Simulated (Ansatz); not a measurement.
**What a change of settings does to a run on RbTi**

The structure comes from a relaxation in the same program, started in the CsCl type. Whether it is a known phase or the ground state wasn't checked. The listed cell was then made from it by scaling, straining or moving an atom.

First run: DFT, PBEsol, PAW with Ansatz's default frozen-core files, scalar-relativistic (Ansatz 0.2.0).

Command: `ansatz run input.yaml --threads 1 --pin off --max-ram 2048MiB --backend cpu --events-out ev --progress --plain --runs-dir out` The run took 9.6 s on 1 thread of Intel(R) Xeon(R) Processor @ 2.50GHz (Skylake/Cascade Lake), on a shared host, peak memory 0.41 GiB.

```yaml
crystal:
  lattice:
    - [3.952231692, 0.0, 0.0]
    - [0.0, 3.952231692, 0.0]
    - [0.0, 0.0, 3.952231692]
  atoms:
    - { symbol: Rb, position: [0.0, 0.0, 0.0] }
    - { symbol: Ti, position: [0.5, 0.5, 0.5] }
kpoints:
  mp_grid: { grid: [10, 10, 10] }
scf:
  occupations: { method: fermi_dirac, width: 0.03 }
hamiltonian:
  xc: pbesol
  pseudopotentials: { kind: paw }
output:
  forces: true
  stress: true
  eigenvalues: true
  efg: { contact_densities: true }
```

Result: converged; pressure 0.74 GPa; 7 SCF iterations.

Spin polarisation is left out, and whether a magnetic state lies lower isn't shown here.

The input is then changed:

```diff
@@ -10,5 +10,5 @@
   mp_grid: { grid: [10, 10, 10] }
 scf:
-  occupations: { method: fermi_dirac, width: 0.03 }
+  occupations: { method: tetrahedron }
 hamiltonian:
   xc: pbesol
@@ -19,3 +19,7 @@
   eigenvalues: true
   efg: { contact_densities: true }
+  write_density: true
+  write_potential: true
+  elf: true
+  volumetric_format: npy
```

(1) What does the second run give?

## Answers

(1) It converged; energy at zero smearing +1.0 meV/atom from the first run; pressure 0.75 GPa; 7 SCF iterations.
